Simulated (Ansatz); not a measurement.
How far is PAW off for Ge?

```
Ge
1.0
     0.00000    2.77219    2.82877
     2.77219    0.00000    2.82877
     2.77219    2.77219    0.00000
Ge
2
Direct
  0.50000 0.50000 0.50000
  0.75000 0.75000 0.75000
```

Atom numbers follow the list: Ge1, Ge2.

The conventional cell has a = 3.920 Å, b = 3.920 Å, c = 5.658 Å, α = 90.00°, β = 90.00°, γ = 90.00°. Ge (atom 1) has 4 Ge at 2.42 Å as nearest neighbours.

The cell is a measured one (Crystallography Open Database entry 9011050); the temperature and pressure of the measurement aren't taken into account, and nothing was relaxed. The listed cell was then made from it by scaling, straining or moving an atom.

Levels of theory: DFT, LDA, PAW with Ansatz's default frozen-core files, scalar-relativistic (Ansatz 0.2.0); DFT, LDA, all-electron LAPW, scalar-relativistic (Ansatz 0.2.0).

For PAW: a Γ-centred 10×10×10 k mesh, Fermi–Dirac smearing of 0.05 eV, cutoff 420 eV, no spin polarisation; the PAW files were made with PBE, and the program remakes their frozen cores for this functional. LAPW targets a basis error of 0.25 meV/atom. The Ansatz runs share mesh, smearing and spin set-up. Plane-wave (PAW) pressures include the program's estimate of the Pulay term.

Stress and pressure are positive in compression.

The change that made this cell: equal xx and yy strain of -2 %.

PAW results:

```
       quantity   PAW
 pressure (GPa)  1.60
stress xx (GPa)  2.13
stress zz (GPa)  0.54
```

(1) What does full-potential LAPW give for the same quantities?

## Answers

(1) 
```
       quantity  LAPW
 pressure (GPa)  1.62
stress xx (GPa)  2.15
stress zz (GPa)  0.56
```
